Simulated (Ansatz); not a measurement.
The elements of this relaxed trial crystal are hidden behind letters.

```
lattice vectors (Å)
   6.2273    0.0000    0.0000
  -3.1137    5.3930    0.0000
   0.0000    0.0000    4.9405
fractional positions
X 0.1704 0.3408 0.2500
X 0.6592 0.8296 0.2500
X 0.1704 0.8296 0.2500
X 0.8296 0.6592 0.7500
X 0.3408 0.1704 0.7500
X 0.8296 0.1704 0.7500
Z 0.3333 0.6667 0.7500
Z 0.6667 0.3333 0.2500
```

Method: DFT PBE, scalar-relativistic, plane waves, PAW in Ansatz 0.2.0. Settings of the last relaxation (8-atom cell): 420 eV, 6×6×8 k points, Gaussian smearing of 0.10 eV, no spin polarisation.

- Space group: P6_3/mmc (No. 194)
- Conventional cell: a = 6.227 Å, c = 4.940 Å
- Volume per atom: 20.74 Å³
- Density: 6.38 g/cm³
- Formation energy: +0.20 eV/atom
- Gap on the 6×6×8 mesh of the 8-atom cell: 0 eV (a metal)

Energies are uncorrected and count from the elements' standard states at the same level.

Question: X is a d-block element of period 4 and Z is a d-block element of period 6. Which elements are they?

Answer: X = Sc, Z = W, so the formula is Sc3W, here in the Ni3Sn (D0_19) type. Density times volume gives a mean mass of 6.38 × 20.74/1.6605 = 79.7 u per atom, and this set has 79.7 u. Sc has 4 W at 3.03–3.11 Å and 8 Sc at 3.04–3.18 Å; around W lie 12 Sc at 3.03–3.11 Å. Other sets within the hints have nearly the same mass, so mass alone doesn't settle it; this one was computed.

Spin–orbit coupling, which can matter for W, is left out. A structure relaxed within its symmetry needn't be a true minimum.
